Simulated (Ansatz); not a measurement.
## Bands of Al

```
Al
1.0
     0.00000    2.02398    2.02398
     2.02398    0.00000    2.02398
     2.02398    2.02398    0.00000
Al
1
Direct
  0.00000 0.00000 0.00000
```

Conventional cell: a = 4.048 Å, b = 4.048 Å, c = 4.048 Å, α = 90.00°, β = 90.00°, γ = 90.00°. Al (atom 1) has 12 Al at 2.86 Å as nearest neighbours.

The cell is COD entry 4313206, as deposited and not checked against the literature; nothing was relaxed.

Method: Ansatz 0.2.0, DFT, PBEsol, all-electron LAPW, scalar-relativistic.

Settings: a Γ-centred 14×14×14 k mesh, Fermi–Dirac smearing of 0.05 eV, basis error target 1 meV/atom, no spin polarisation.

Points in fractions of the reciprocal vectors of this cell: Γ (0, 0, 0), X (0.5, 0, 0.5), U (0.625, 0.25, 0.625), K (0.375, 0.375, 0.75), L (0.5, 0.5, 0.5), W (0.5, 0.25, 0.75). The path joins them by straight lines in the order Γ–X–U–K–Γ–L–W–X; legs that retrace an earlier one aren't tabulated. Energies are in eV from the Fermi level.

Task: Metal or insulator at this level of theory?

Result: No gap opens: metallic or semimetallic.

Task: Tabulate bands 1 to 8, counted from the lowest band of the run, along the path.

Result: 
```tsv
k (1/Å)	point	band 1	band 2	band 3	band 4	band 5	band 6	band 7	band 8
0.00	Γ	-103.04	-64.71	-64.71	-64.71	-11.06	12.60	12.60	12.60
0.22		-103.04	-64.71	-64.71	-64.71	-10.88	11.17	11.17	11.49
0.44		-103.04	-64.71	-64.71	-64.71	-10.33	9.50	9.50	9.73
0.67		-103.03	-64.71	-64.71	-64.71	-9.41	8.09	8.09	8.17
0.89		-103.03	-64.72	-64.71	-64.71	-8.15	6.55	6.92	7.00
1.11		-103.03	-64.72	-64.71	-64.71	-6.53	3.35	6.02	6.21
1.33		-103.03	-64.73	-64.71	-64.71	-4.61	0.47	5.48	5.74
1.55	X	-103.03	-64.73	-64.71	-64.71	-2.88	-1.58	5.29	5.59
1.63		-103.03	-64.73	-64.71	-64.71	-2.86	-1.55	4.54	5.61
1.71		-103.03	-64.73	-64.71	-64.71	-2.79	-1.49	3.58	5.67
1.79		-103.03	-64.73	-64.71	-64.71	-2.69	-1.38	2.59	5.77
1.87		-103.03	-64.73	-64.72	-64.71	-2.54	-1.22	1.61	5.90
1.94		-103.03	-64.72	-64.72	-64.71	-2.35	-1.04	0.65	6.08
2.02		-103.03	-64.72	-64.72	-64.71	-2.12	-0.87	-0.21	6.30
2.10	U	-103.03	-64.72	-64.72	-64.71	-1.84	-1.32	-0.38	6.55
2.24		-103.03	-64.72	-64.72	-64.71	-1.89	-1.64	0.03	5.66
2.37		-103.03	-64.72	-64.72	-64.71	-2.08	-1.84	0.83	4.33
2.51		-103.03	-64.72	-64.72	-64.71	-2.20	-1.95	1.79	3.10
2.64		-103.03	-64.72	-64.72	-64.71	-2.20	-1.95	1.79	3.10
2.78		-103.03	-64.72	-64.72	-64.71	-2.08	-1.84	0.83	4.33
2.92		-103.03	-64.72	-64.72	-64.71	-1.89	-1.64	0.03	5.66
3.05	K	-103.03	-64.72	-64.72	-64.71	-1.84	-1.32	-0.38	6.55
3.29		-103.03	-64.72	-64.72	-64.71	-3.80	-0.77	0.69	7.56
3.52		-103.03	-64.72	-64.72	-64.71	-5.97	0.70	2.18	8.93
3.76		-103.03	-64.72	-64.71	-64.71	-7.78	2.54	4.02	10.64
3.99		-103.03	-64.72	-64.71	-64.71	-9.21	4.77	6.14	12.66
4.23		-103.04	-64.71	-64.71	-64.71	-10.24	7.36	8.48	13.41
4.46		-103.04	-64.71	-64.71	-64.71	-10.86	10.25	10.87	12.81
4.70	Γ	-103.04	-64.71	-64.71	-64.71	-11.06	12.60	12.60	12.60
4.89		-103.04	-64.71	-64.71	-64.71	-10.93	10.47	12.14	12.14
5.08		-103.04	-64.71	-64.71	-64.71	-10.51	7.59	11.50	11.50
5.27		-103.04	-64.71	-64.71	-64.71	-9.83	4.79	11.04	11.04
5.47		-103.03	-64.72	-64.71	-64.71	-8.87	2.16	10.78	10.78
5.66		-103.03	-64.72	-64.71	-64.71	-7.65	-0.26	10.76	10.76
5.85		-103.03	-64.73	-64.71	-64.71	-6.17	-2.47	10.97	10.97
6.04	L	-103.03	-64.73	-64.71	-64.71	-4.54	-4.34	11.36	11.36
6.20		-103.03	-64.73	-64.71	-64.71	-4.46	-4.25	9.75	9.85
6.36		-103.03	-64.73	-64.71	-64.71	-4.20	-3.98	7.80	8.07
6.51		-103.03	-64.73	-64.71	-64.71	-3.78	-3.54	5.89	6.30
6.67		-103.03	-64.72	-64.72	-64.71	-3.18	-2.92	4.11	4.62
6.83		-103.03	-64.72	-64.72	-64.71	-2.42	-2.17	2.50	3.09
6.98		-103.03	-64.72	-64.72	-64.71	-1.53	-1.33	1.09	1.78
7.14	W	-103.03	-64.72	-64.72	-64.71	-0.81	-0.81	0.20	1.10
7.25		-103.03	-64.72	-64.72	-64.71	-1.36	-0.17	-0.07	1.45
7.36		-103.03	-64.72	-64.72	-64.71	-1.82	-0.49	0.55	2.11
7.47		-103.03	-64.72	-64.72	-64.71	-2.20	-0.87	1.35	2.87
7.58		-103.03	-64.72	-64.72	-64.71	-2.50	-1.18	2.25	3.70
7.69		-103.03	-64.73	-64.71	-64.71	-2.71	-1.40	3.22	4.53
7.80		-103.03	-64.73	-64.71	-64.71	-2.84	-1.53	4.28	5.26
7.92	X	-103.03	-64.73	-64.71	-64.71	-2.88	-1.58	5.29	5.59
```
